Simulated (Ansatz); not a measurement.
IrO2 (rutile)

```
CELL_PARAMETERS angstrom
      4.52929     0.00000     0.00000
      0.00000     4.52929     0.00000
      0.00000     0.00000     3.17979
ATOMIC_POSITIONS crystal
  Ir 0.00000 0.00000 0.00000
  Ir 0.50000 0.50000 0.50000
  O  0.30843 0.30843 0.00000
  O  0.80843 0.19157 0.50000
  O  0.19157 0.80843 0.50000
  O  0.69157 0.69157 0.00000
```

The slice is a (-1 1 0) plane (indices of the conventional cell) through the point (0.808, 0.192, 0.500) (fractional), spanned by u = [001] and v = [110] in vectors of this cell: u (3.18 Å) and v (6.41 Å, at 90° to u). It covers one period; positions are fractions (u, v).

The numbers are results of PBE (plane waves to 420 eV, PAW, scalar-relativistic; Ansatz, a quantum-chemistry and plane-wave program), not measurements. k mesh 10×10×15. These are valence fields of a PAW run, semicore shells included where kept as valence: close to a nucleus they are smooth pseudo fields. IrO2 is run without spin polarisation and with no Hubbard U. IrO2 was relaxed with its symmetry unable to fall. Spin-orbit coupling is left out, though Ir is heavy.

Problem. Predict the map of the electrostatic potential energy of an electron, from the cell's mean on the slice.

Solution. 
```
|xxxxxx====--====xxxx|
|xxxx******++******xx|
|%%%%%%%%%%##%%%%%%%%|
|@@@@@@@@@@@@@@@@@@@@|
|@@@@@@@@@@@@@@@@@@@@|
|@@@@@@@@@@@@@@@@@@@@|
|##%%%%@@@@@@@@@@%%%%|
|--++**%%%%@@%%%%**++|
|  ..==##%%%%%%##==..|
|xx  --**##%%##**--  |
|  ..==##%%%%%%##==..|
|--++**%%%%@@%%%%**++|
|##%%%%@@@@@@@@@@%%%%|
|@@@@@@@@@@@@@@@@@@@@|
|@@@@@@@@@@@@@@@@@@@@|
|@@@@@@@@@@@@@@@@@@@@|
|%%%%%%%%%%##%%%%%%%%|
|xxxx******++******xx|
|xxxxxx====--====xxxx|
|xxxxxx----::----xxxx|
```
Scale: ten equal steps from 3.00 (start of ' ') to 11.97 (end of '@'), in the order ' .:-=+*#%@'. Values: electrostatic potential energy of an electron, from the cell's mean, in eV. The map has 10 points along u (two characters each, u = 0 at the left) and 20 along v (v = 0 in the bottom row). Points within 0.8 Å of a nucleus are blanked (x), as the pseudised field means little there. Values under 3 eV are set to 3. The zero, the cell's mean, hangs on the PAW cores.
